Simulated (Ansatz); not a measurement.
Input file for Ansatz (a quantum-chemistry and plane-wave program):

Ansatz 0.2 input:
```yaml
crystal:
  lattice:
    - [0.0, 2.1099472683, 2.1099472683]
    - [2.1099472683, 0.0, 2.1099472683]
    - [2.1099472683, 2.1099472683, 0.0]
  atoms:
    - { symbol: Ga, position: [0.0, 0.0, 0.0] }
    - { symbol: N, position: [0.5, 0.5, 0.5] }
kpoints:
  mp_grid: { grid: [11, 11, 11] }
hamiltonian:
  xc: pbesol
  pseudopotentials: { azcp: { folder: ./paw }, kind: paw }
scf:
  occupations: { method: fixed }
elastic: { mode: relaxed_ion, stencil: two_point, amplitude: 0.005, f_tol: 0.0005 }
```

Output (shortened):

```
Pseudopotential: Ga, paw, valence charge 13
Pseudopotential: N, paw, valence charge 5
Functional definition: PBEsol
Crystal: 2 atoms, lattice volume = 18.786 Å³
Basis set: ecut = 420 eV, 339 PW (Γ), exchange–correlation on 40×40×40 points (8 copies of the dense FFT grid, shifted against one another)
Bands: 13, of which v1, the nominal top of the filled ones, is band 9 counted from 1 (8 counted from 0)
Symmetry: 48 space group operations
Space group: Fm-3m (ITA 225), of the structure as read, at distance tolerance 2.7e-5 Å
k-points: 56 of 1331
SCF iter   1: F=—  HF=-4122.429248 eV  |F-HF|=—  |Δ(HF+E_count)|=         —  Δρ=1.12e-1  dr2=1.59e0  ethr=3.10e-3  ⟨swp⟩=4.0  Hψ=3258  notcnv=0  defer=87
preconditioner: auto → none
SCF iter   2: F=—  HF=-4122.065565 eV  |F-HF|=—  |Δ(HF+E_count)|=   3.64e-1  Δρ=5.71e-2  dr2=3.03e-1  ethr=3.10e-3  ⟨swp⟩=2.1  Hψ=1541  notcnv=0  defer=36
SCF iter   3: F=—  HF=-4122.000842 eV  |F-HF|=—  |Δ(HF+E_count)|=   6.47e-2  Δρ=2.09e-2  dr2=3.46e-2  ethr=1.68e-3  ⟨swp⟩=2.1  Hψ=1063  notcnv=0  defer=103
SCF iter   4: F=—  HF=-4121.996691 eV  |F-HF|=—  |Δ(HF+E_count)|=   4.15e-3  Δρ=1.17e-2  dr2=9.36e-3  ethr=1.92e-4  ⟨swp⟩=2.1  Hψ=1386  notcnv=0  defer=109
SCF iter   5: F=—  HF=-4121.993725 eV  |F-HF|=—  |Δ(HF+E_count)|=   2.97e-3  Δρ=2.06e-3  dr2=3.13e-4  ethr=5.20e-5  ⟨swp⟩=2.0  Hψ=1320  notcnv=0  defer=108
SCF iter   6: F=—  HF=-4121.993645 eV  |F-HF|=—  |Δ(HF+E_count)|=   7.99e-5  Δρ=1.73e-4  dr2=2.20e-6  ethr=1.74e-6  ⟨swp⟩=2.0  Hψ=1318  notcnv=0  defer=63
SCF iter   7: F=—  HF=-4121.993640 eV  |F-HF|=—  |Δ(HF+E_count)|=   5.12e-6  Δρ=1.15e-5  dr2=9.94e-9  ethr=1.22e-8  ⟨swp⟩=2.5  Hψ=1180  notcnv=0
SCF iter   8: F=—  HF=-4121.993640 eV  |F-HF|=—  |Δ(HF+E_count)|=  5.05e-10  Δρ=4.88e-7  dr2=1.79e-11  ethr=5.52e-11  ⟨swp⟩=2.1  Hψ=1144  notcnv=0
SCF iter   9: F=-4121.993640 eV  HF=-4121.993640 eV  |F-HF|=0.00e0  |Δ(HF+E_count)|=  4.55e-12  Δρ=2.53e-8  dr2=4.34e-14  ethr=1.00e-12  ⟨swp⟩=4.2  Hψ=4003  notcnv=0
SCF 1 converged in 9 iterations: F = -4121.993640 eV  dr2 = 4.34e-14
Crystal: 2 atoms, lattice volume = 18.693 Å³
Symmetry: 16 space group operations
k-points: 126 of 1331
iter 1 solved again at ethr=1.10e-6 eV; its pass at ethr=3.10e-3 eV (dr2=1.98e-4 eV) is discarded
SCF iter   1: F=—  HF=-4121.993193 eV  |F-HF|=—  |Δ(HF+E_count)|=         —  Δρ=1.12e-3  dr2=2.09e-4  ethr=1.10e-6  ⟨swp⟩=2.0  Hψ=9422  notcnv=0  defer=241
preconditioner: auto → none
SCF iter   2: F=—  HF=-4121.993143 eV  |F-HF|=—  |Δ(HF+E_count)|=   5.00e-5  Δρ=4.69e-4  dr2=3.07e-5  ethr=1.10e-6  ⟨swp⟩=2.0  Hψ=2611  notcnv=0  defer=220
SCF iter   3: F=—  HF=-4121.993130 eV  |F-HF|=—  |Δ(HF+E_count)|=   1.22e-5  Δρ=1.36e-4  dr2=1.83e-6  ethr=1.71e-7  ⟨swp⟩=2.1  Hψ=2017  notcnv=0  defer=4
SCF iter   4: F=—  HF=-4121.993131 eV  |F-HF|=—  |Δ(HF+E_count)|=   3.25e-7  Δρ=4.77e-5  dr2=2.16e-7  ethr=1.02e-8  ⟨swp⟩=2.5  Hψ=2924  notcnv=0  defer=1
SCF iter   5: F=—  HF=-4121.993131 eV  |F-HF|=—  |Δ(HF+E_count)|=   2.99e-8  Δρ=8.81e-6  dr2=3.65e-9  ethr=1.20e-9  ⟨swp⟩=2.2  Hψ=2570  notcnv=0  defer=1
SCF iter   6: F=—  HF=-4121.993131 eV  |F-HF|=—  |Δ(HF+E_count)|=   5.47e-9  Δρ=3.12e-7  dr2=5.84e-12  ethr=2.03e-11  ⟨swp⟩=2.5  Hψ=2681  notcnv=0  defer=1
SCF iter   7: F=—  HF=-4121.993131 eV  |F-HF|=—  |Δ(HF+E_count)|=  8.19e-12  Δρ=5.00e-8  dr2=1.83e-13  ethr=3.24e-14 (applied; sched 1.00e-12)  ⟨swp⟩=2.0  Hψ=2757  notcnv=0  defer=1
SCF iter   8: F=-4121.993131 eV  HF=-4121.993131 eV  |F-HF|=1.82e-12  |Δ(HF+E_count)|=  1.82e-12  Δρ=1.75e-9  dr2=1.52e-16  ethr=1.00e-12  ⟨swp⟩=3.8  Hψ=4823  notcnv=0
SCF 2 converged in 8 iterations: F = -4121.993131 eV  dr2 = 1.52e-16
Crystal: 2 atoms, lattice volume = 18.880 Å³
iter 1 solved again at ethr=1.21e-9 eV; its pass at ethr=3.10e-3 eV (dr2=2.17e-7 eV) is discarded
SCF iter   1: F=—  HF=-4121.993148 eV  |F-HF|=—  |Δ(HF+E_count)|=         —  Δρ=1.10e-4  dr2=2.45e-7  ethr=1.21e-9  ⟨swp⟩=2.2  Hψ=9209  notcnv=0  defer=128
preconditioner: auto → none
SCF iter   2: F=—  HF=-4121.993145 eV  |F-HF|=—  |Δ(HF+E_count)|=   3.59e-6  Δρ=5.43e-5  dr2=4.95e-8  ethr=1.21e-9  ⟨swp⟩=2.0  Hψ=2091  notcnv=0  defer=128
SCF iter   3: F=—  HF=-4121.993145 eV  |F-HF|=—  |Δ(HF+E_count)|=   2.52e-7  Δρ=3.51e-5  dr2=5.82e-9  ethr=2.75e-10  ⟨swp⟩=2.4  Hψ=2337  notcnv=0  defer=128
SCF iter   4: F=—  HF=-4121.993145 eV  |F-HF|=—  |Δ(HF+E_count)|=   2.09e-7  Δρ=6.42e-6  dr2=4.32e-10  ethr=3.23e-11  ⟨swp⟩=2.6  Hψ=2764  notcnv=0  defer=128
SCF iter   5: F=—  HF=-4121.993145 eV  |F-HF|=—  |Δ(HF+E_count)|=   6.41e-9  Δρ=7.22e-7  dr2=1.04e-11  ethr=2.40e-12  ⟨swp⟩=2.1  Hψ=2549  notcnv=0  defer=128
SCF iter   6: F=—  HF=-4121.993145 eV  |F-HF|=—  |Δ(HF+E_count)|=  6.73e-11  Δρ=3.41e-8  dr2=1.24e-13  ethr=5.79e-14 (applied; sched 1.00e-12)  ⟨swp⟩=2.1  Hψ=2520  notcnv=0  defer=128
SCF iter   7: F=-4121.993145 eV  HF=-4121.993145 eV  |F-HF|=9.09e-13  |Δ(HF+E_count)|=  9.09e-13  Δρ=4.58e-9  dr2=2.26e-15  ethr=1.00e-12  ⟨swp⟩=4.1  Hψ=5480  notcnv=0
SCF 3 converged in 7 iterations: F = -4121.993145 eV  dr2 = 2.26e-15
Crystal: 2 atoms, lattice volume = 18.786 Å³
Symmetry: 8 space group operations
k-points: 216 of 1331
iter 1 solved again at ethr=1.16e-7 eV; its pass at ethr=3.10e-3 eV (dr2=2.08e-5 eV) is discarded
SCF iter   1: F=—  HF=-4121.993364 eV  |F-HF|=—  |Δ(HF+E_count)|=         —  Δρ=5.70e-4  dr2=2.68e-5  ethr=1.16e-7  ⟨swp⟩=2.0  Hψ=16190  notcnv=0  defer=406
preconditioner: auto → none
SCF iter   2: F=—  HF=-4121.993351 eV  |F-HF|=—  |Δ(HF+E_count)|=   1.30e-5  Δρ=2.49e-4  dr2=4.29e-6  ethr=1.16e-7  ⟨swp⟩=1.7  Hψ=4084  notcnv=0  defer=45
SCF iter   3: F=—  HF=-4121.993349 eV  |F-HF|=—  |Δ(HF+E_count)|=   1.72e-6  Δρ=1.95e-5  dr2=1.34e-8  ethr=2.39e-8  ⟨swp⟩=2.1  Hψ=4179  notcnv=0  defer=2
SCF iter   4: F=—  HF=-4121.993349 eV  |F-HF|=—  |Δ(HF+E_count)|=   3.77e-7  Δρ=7.19e-6  dr2=9.45e-9  ethr=7.44e-11  ⟨swp⟩=2.0  Hψ=4636  notcnv=0  defer=2
SCF iter   5: F=—  HF=-4121.993349 eV  |F-HF|=—  |Δ(HF+E_count)|=   3.39e-9  Δρ=9.57e-7  dr2=7.00e-11  ethr=5.25e-11  ⟨swp⟩=2.4  Hψ=4444  notcnv=0  defer=2
SCF iter   6: F=—  HF=-4121.993349 eV  |F-HF|=—  |Δ(HF+E_count)|=  9.09e-13  Δρ=1.93e-7  dr2=1.93e-12  ethr=3.89e-13 (applied; sched 1.00e-12)  ⟨swp⟩=2.2  Hψ=4230  notcnv=0  defer=2
SCF iter   7: F=-4121.993349 eV  HF=-4121.993349 eV  |F-HF|=0.00e0  |Δ(HF+E_count)|=  9.09e-13  Δρ=1.94e-8  dr2=3.50e-14  ethr=1.00e-12  ⟨swp⟩=4.1  Hψ=9563  notcnv=0
SCF 4 converged in 7 iterations: F = -4121.993349 eV  dr2 = 3.50e-14
Crystal: 2 atoms, lattice volume = 18.786 Å³
iter 1 solved again at ethr=4.00e-11 eV; its pass at ethr=3.10e-3 eV (dr2=7.20e-9 eV) is discarded
SCF iter   1: F=—  HF=-4121.993354 eV  |F-HF|=—  |Δ(HF+E_count)|=         —  Δρ=8.09e-6  dr2=5.05e-9  ethr=4.00e-11  ⟨swp⟩=2.8  Hψ=16857  notcnv=0  defer=224
preconditioner: auto → none
SCF iter   2: F=—  HF=-4121.993349 eV  |F-HF|=—  |Δ(HF+E_count)|=   4.92e-6  Δρ=4.05e-6  dr2=7.81e-10  ethr=2.81e-11  ⟨swp⟩=2.0  Hψ=4679  notcnv=0  defer=224
SCF iter   3: F=—  HF=-4121.993349 eV  |F-HF|=—  |Δ(HF+E_count)|=  3.88e-10  Δρ=1.88e-6  dr2=1.73e-10  ethr=4.34e-12  ⟨swp⟩=2.0  Hψ=3490  notcnv=0  defer=224
SCF iter   4: F=—  HF=-4121.993349 eV  |F-HF|=—  |Δ(HF+E_count)|=  1.71e-10  Δρ=3.78e-7  dr2=1.38e-11  ethr=9.63e-13 (applied; sched 1.00e-12)  ⟨swp⟩=2.9  Hψ=4656  notcnv=0  defer=224
SCF iter   5: F=—  HF=-4121.993349 eV  |F-HF|=—  |Δ(HF+E_count)|=  9.09e-13  Δρ=1.01e-7  dr2=5.25e-13  ethr=7.67e-14 (applied; sched 1.00e-12)  ⟨swp⟩=2.0  Hψ=4682  notcnv=0  defer=224
SCF iter   6: F=-4121.993349 eV  HF=-4121.993349 eV  |F-HF|=0.00e0  |Δ(HF+E_count)|=    0.00e0  Δρ=3.76e-9  dr2=6.89e-16  ethr=1.00e-12  ⟨swp⟩=4.0  Hψ=9426  notcnv=0
SCF 5 converged in 6 iterations: F = -4121.993349 eV  dr2 = 6.89e-16
SCF converged after 9 iterations
Free energy (F): -4121.993640 eV
Harris-Foulkes:  -4121.993640 eV  (|F-HF|=0.00e0)
Internal energy: -4121.993640 eV  (E = F + TS)
E sigma→0 (E₀):  -4121.993640 eV
Fermi energy:    13.133135 eV
--- Per-component energies (eV) ---
  E_band       = 46.533750
  E_kinetic    = 241.585949
  E_local      = -1126.190507  (includes V_loc(G=0)·N_el)
  E_nonlocal   = -52.172760
  E_hartree    = 777.463054
  E_xc         = -121.442878
  E_vxc        = -130.996540  (∫ρ·V_xc dr)
  E_paw        = -2082.856015  (= ΣΔE_a)
  E_vpaw       = -440.618992  (= ΣTr[D̂ρ^β])
  E_aug_tail   = 0.000497  (compensation charges beyond the density's cutoff)
  E_ewald      = -1759.272058
  E_core_change = 0.891078  (= ΣΔE_core)
  E_smearing   =  0.000000  (= −TS)
  E_closure    = 0.000000  (closes the sum)
  Σ components = -4121.993640   (vs F -4121.993640, Δ=0.00e0)
  [band-id]    e_kinetic+e_local+e_nonlocal+2·e_hartree+e_vxc+e_vpaw+e_augmentation_tail = 46.533754   (vs E_band 46.533750, Δ=4.60e-6)
--- Forces (eV/Å), atoms counted from 1 ---
  atom   1  Ga     0.00000000     0.00000000     0.00000000
  atom   2  N      0.00000000     0.00000000     0.00000000
  max |Σ_I F_I| component: 0.0 eV/Å
--- Stress (GPa, compression-positive) ---
        0.004926       0.000000       0.000000
        0.000000       0.004926       0.000000
        0.000000       0.000000       0.004926
  P = ⅓ Tr σ = 0.0049 GPa (0.049 kbar)
--- Band table (eV; the first three rows and the last of 56) ---
  k-point 0: bands = ["-4.2326", "-0.9021", "-0.9021", "-0.9021", "-0.8036", "-0.8036", "12.5981", "12.5981", "12.5981", "15.4014", "27.6455", "27.6455", "27.6455"]
  k-point 1: bands = ["-4.0692", "-0.9088", "-0.8934", "-0.8934", "-0.8150", "-0.8150", "11.5819", "12.6169", "12.6169", "16.2312", "25.5086", "27.0637", "27.0637"]
  k-point 2: bands = ["-3.5924", "-0.9266", "-0.9060", "-0.9060", "-0.8090", "-0.8090", "9.7556", "12.6740", "12.6740", "17.4235", "23.5520", "25.5207", "25.5207"]
  k-point 55: bands = ["-2.2972", "-0.9382", "-0.8742", "-0.8651", "-0.6222", "1.8457", "7.4449", "7.4798", "9.1750", "18.1033", "22.4181", "23.6357", "23.8004"]
--- Elastic constants: 2 strain directions × 2 members + reference (group order 48) ---
  dense FFT box of the reference and of every strained cell: 20×20×20
  strains applied: 11, 23; error gains: componentwise 1.00 (the most a stress slope's error grows in a printed constant), spectral 1.73 (1 for all six strains …
  C = ∂σ_k/∂η_j (tension-positive GPa; Voigt order 11 22 33 23 13 12):
       360.143    168.906    168.906      0.000      0.000      0.000
       168.906    360.143    168.906      0.000      0.000      0.000
       168.906    168.906    360.143      0.000      0.000      0.000
         0.000      0.000      0.000    216.230      0.000      0.000
         0.000      0.000      0.000      0.000    216.230      0.000
         0.000      0.000      0.000      0.000      0.000    216.230
  reference stress σ⁰ (GPa):     -0.005     -0.005     -0.005      0.000      0.000      0.000
  C* (energy form; C + prestress term) asymmetry max|C*_kj − C*_jk| = 2.842e-14 GPa — a small one proves nothing (zero by symmetry where the batch's group is …
  moduli (Voigt/Reuss/Hill, GPa): K = 232.65/232.65/232.65   G = 167.99/143.72/155.85   E = 382.21   ν = 0.226
  mechanically stable: yes (min eigenvalue of sym C = 191.24 GPa)
  where every solve meets its electron count the energy-path curvature estimates C_jj along a normal strain and C_jj − ¼(σ⁰_aa + σ⁰_bb) along a shear (ab), of …
  strain η (Voigt 11):  stress-route row diagonal C_11 = 360.14 GPa, energy-path curvature d²(F+E_count+ΔE)/dδ²/Ω₀ = 360.12 GPa
         δ    σ_11 (GPa)             F (eV)   n_scf  n_hpsi   n_pw
    -5.000e-3      -1.8582       -4121.9931306       8   31835    375   relax 0 steps, max|allowed force component| 0.0 eV/Å
     5.000e-3       1.7432       -4121.9931453       7   28970    378   relax 0 steps, max|allowed force component| 0.0 eV/Å
  strain η (Voigt 23):  stress-route row diagonal C_44 = 216.23 GPa, energy-path curvature d²(F+E_count+ΔE)/dδ²/Ω₀ = 216.29 GPa
         δ    σ_23 (GPa)             F (eV)   n_scf  n_hpsi   n_pw
    -5.000e-3      -1.0812       -4121.9933493       7   50794    375   relax 0 steps, max|allowed force component| 0.0 eV/Å
     5.000e-3       1.0812       -4121.9933493       6   47258    375   relax 0 steps, max|allowed force component| 0.0 eV/Å
```

Cost: about 14 core-seconds (a rough figure) on shared cores.

This is a known high-pressure phase of the composition, computed here at zero pressure and temperature. The PBEsol relaxation kept the symmetry of its start; its stability against distortions is not shown here. Scalar-relativistic: spin–orbit coupling is off unless named, which matters more the heavier the elements.

Potentials: the earlier of the program's two PAW sets. The files were generated under PBE; for other functionals the program regenerates the frozen cores, and for LDA and PBEsol the local potential too.

Ansatz is a plane-wave DFT program.
